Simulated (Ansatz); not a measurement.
AlP:
```cif
data_AlP
_chemical_formula_sum 'Al1 P1'
_space_group_name_H-M_alt 'P 1'
_space_group_IT_number 1
_cell_length_a 3.11912
_cell_length_b 3.11912
_cell_length_c 3.11912
_cell_angle_alpha 90.000
_cell_angle_beta 90.000
_cell_angle_gamma 90.000
loop_
_space_group_symop_operation_xyz
  'x, y, z'
loop_
_atom_site_label
_atom_site_type_symbol
_atom_site_fract_x
_atom_site_fract_y
_atom_site_fract_z
_atom_site_occupancy
Al1 Al 0.00000 0.00000 0.00000 1
P1 P 0.50000 0.50000 0.50000 1
```

Relaxed with PBE.

Question: Decompose the optical modes at the zone centre into irreducible representations, and say which are infrared and Raman allowed.

Answer: Point group m-3m: Γ_opt = T1u. Infrared: T1u. Raman: none.

Question: Assign frequencies (DFPT, the program Ansatz at the PBE level (PAW)).

Answer: T1u 155 cm⁻¹.

Space group Pm-3m (CsCl type). The cell is a constructed one: a structure type filled with these elements; neither database checked (COD, Materials Project) lists it. It is not the phase usual at ambient conditions (space group No. 216). Symmetry was held in the PBE relaxation. At this level the phase is mechanically unstable. As this level gives no gap, phonon frequencies hold no LO–TO term and depend on the k-mesh and smearing (Fermi–Dirac, 0.1 eV here).

Potentials: the later of the program's two PAW sets.
